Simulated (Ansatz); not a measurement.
**Is this Fe5Co structure stable?**

The structure comes from a generated guess, relaxed at this level; another structure or a mixture of phases may lie lower.

These are results of DFT PBE, scalar-relativistic, plane waves, PAW (Ansatz), not measurements. The final run on the 6-atom cell used 420 eV, a Γ-centred 14×14×6 mesh, 0.10 eV smearing and collinear spin.

```cif
data_structure
_symmetry_space_group_name_H-M 'P4/mmm'
_symmetry_Int_Tables_number 123
_cell_length_a 2.8424
_cell_length_b 2.8424
_cell_length_c 8.5644
_cell_angle_alpha 90.000
_cell_angle_beta 90.000
_cell_angle_gamma 90.000
_cell_volume 69.20
loop_
_atom_site_label
_atom_site_type_symbol
_atom_site_symmetry_multiplicity
_atom_site_Wyckoff_symbol
_atom_site_fract_x
_atom_site_fract_y
_atom_site_fract_z
_atom_site_occupancy
Fe1 Fe 2 g 0.00000 0.00000 0.83415 1
Fe2 Fe 1 c 0.50000 0.50000 0.00000 1
Fe3 Fe 2 h 0.50000 0.50000 0.33458 1
Co1 Co 1 b 0.00000 0.00000 0.50000 1
```

Energies over the elements count from the elements' standard structures at the same level, with no fitted energy shifts.

Task: These tests were run: energy against the elements; random kick, then relaxation without symmetry; phonons at Γ; elastic tensor. What do they show?

Result:

| test | result |
| --- | --- |
| energy against the elements | −0.03 eV/atom |
| random kick, then relaxation without symmetry | returns |
| phonons at Γ | lowest optical mode 141 cm⁻¹ |
| elastic tensor | least eigenvalue 108 GPa |

It fails none of these tests outright. Other phases of the system weren't compared here, so this isn't yet thermodynamic stability. Phonons away from Γ weren't computed. Undecided within the accuracy: energy against the elements.

For metals, differences of a few meV/atom aren't resolved. Another magnetic order may lie lower. The kick test ran on a coarse mesh. The run for the phonons used a 14×14×6 k mesh and Gaussian smearing of 0.20 eV. The run for the elastic tensor used a 14×14×6 k mesh and Gaussian smearing of 0.20 eV. The cell carries site moments Fe 2.4 (×2), 2.3, 2.6 (×2); Co 1.8 μB.
